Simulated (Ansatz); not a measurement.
Consider a crystal of CdAgF4 in space group P4/mmm (No. 123), with Cd on 1a; Ag on 1d; F on 2g and 2f. Recipe of this trial structure of CdAgF4: perovskite family, Dion-Jacobson layers, n = 1 (A site Ag; B site Cd; X site F).

Computed with DFT PBE, scalar-relativistic, plane waves, PAW (Ansatz 0.2.0). Cutoff 420 eV, Γ-centred mesh, Gaussian smearing, no spin polarisation.

The zero of energy is the elements' standard structures at the same level (F₂ as a molecule); no fitted shifts are applied.

Question: Predict the relaxed structure.

Answer:

Space group P4/mmm (No. 123). a = 4.179 Å, b = 4.179 Å, c = 6.548 Å, α = 90.00°, β = 90.00°, γ = 90.00°
```json
{"atom": "Cd", "site": "1a", "symmetry": "4/mmm", "x": "0.0000", "y": "0.0000", "z": "0.0000"}
{"atom": "Ag", "site": "1d", "symmetry": "4/mmm", "x": "0.5000", "y": "0.5000", "z": "0.5000"}
{"atom": "F", "site": "2g", "symmetry": "4mm", "x": "0.0000", "y": "0.0000", "z": "0.6746"}
{"atom": "F", "site": "2f", "symmetry": "mmm.", "x": "0.5000", "y": "0.0000", "z": "0.0000"}
```

Around Cd lie 6 F at 2.09–2.13 Å; around Ag lie 8 F at 3.17 Å (long contacts); F on a site of symmetry 4mm is surrounded by 1 Cd at 2.13 Å, 1 F at 2.29 Å, 4 F at 2.98 Å and 4 Ag at 3.17 Å; around F on a site of symmetry mmm lie 2 Cd at 2.09 Å. Another local minimum with the same sites may exist.

Question: And its energy and gap?

Answer: The formation energy is −1.17 eV/atom. The gap on the 10×10×6 mesh of the 6-atom cell is 0 eV (a metal). A negative formation energy is needed for stability but isn't enough: competing phases decide.

The last run used Gaussian smearing of 0.10 eV. An odd number of electrons in the primitive cell allows no gap without spin; a larger cell or a magnetic state could open one. A structure relaxed within its symmetry needn't be a true minimum.
